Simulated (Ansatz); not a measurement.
Theory: DFT PBE, scalar-relativistic, plane waves, PAW (Ansatz 0.2.0). Settings: cutoff 420 eV, Γ-centred meshes spaced at most about 0.3 Å⁻¹, and about 0.25 Å⁻¹ or finer for metals (2π included), Gaussian smearing. Collinear spin in cells that started with moments and kept them past the coarse steps, no spin elsewhere.

Temperature and zero-point effects are left out.

Two forms of ScSb₃S were relaxed alike.

A. (site moments S 0.8 μB) Space group Pm-3m (No. 221), cubic, a = 5.423 Å. Sc has 6 Sb at 2.71 Å; Sb is surrounded by 2 Sc at 2.71 Å, 4 S at 3.83 Å and 8 Sb at 3.83 Å; around S lie 12 Sb at 3.83 Å (long contacts).

B. (no spin) Space group P4mm (No. 99), tetragonal, a = 4.574 Å, c = 7.736 Å. Around Sc lie 4 Sb at 2.94 Å and 4 Sb at 3.30 Å; around Sb on a site of symmetry 4mm lie 4 Sc at 3.30 Å, 4 Sb at 3.39 Å, 1 S at 3.68 Å and 1 S at 4.05 Å; Sb on a site of symmetry 2mm is surrounded by 2 S at 2.77 Å, 2 Sc at 2.94 Å and 6 Sb at 3.23–3.39 Å; S is surrounded by 4 Sb at 2.77 Å, 1 Sb at 3.68 Å and 1 Sb at 4.05 Å.

**Question.** Which form is favoured at zero pressure, and by what margin per atom?

**Answer.** B is lower, by 0.60 eV/atom. A has the antiperovskite type, space group Pm-3m (No. 221), 31.9 Å³/atom and no gap on its mesh; B has space group P4mm (No. 99), 32.4 Å³/atom and no gap. Counting S or Sb atoms around Sc (for each partner element, those within 1.25 times its shortest distance or 1.15 times the sum of covalent radii, where it is the nearest in units of that sum or under 1.3), A has Sc 6 and B has Sc 8. Their magnetic states differ too. Both come from invented guesses. A third cell relaxed alike, in P6/mmm, lies 59 meV/atom below the lower of the two.

No dispersion correction is applied, so the spacing and binding between layers, chains or molecules are poorly described (P4mm), and this can change margins and order among such cells. These runs have no spin–orbit coupling, which can matter for Sb. The magnetic state reached may not be the lowest. Cells relaxed within their symmetry can be saddle points. Some structure types and database cells were kept out of the candidates from the start, so a known form may be missing.
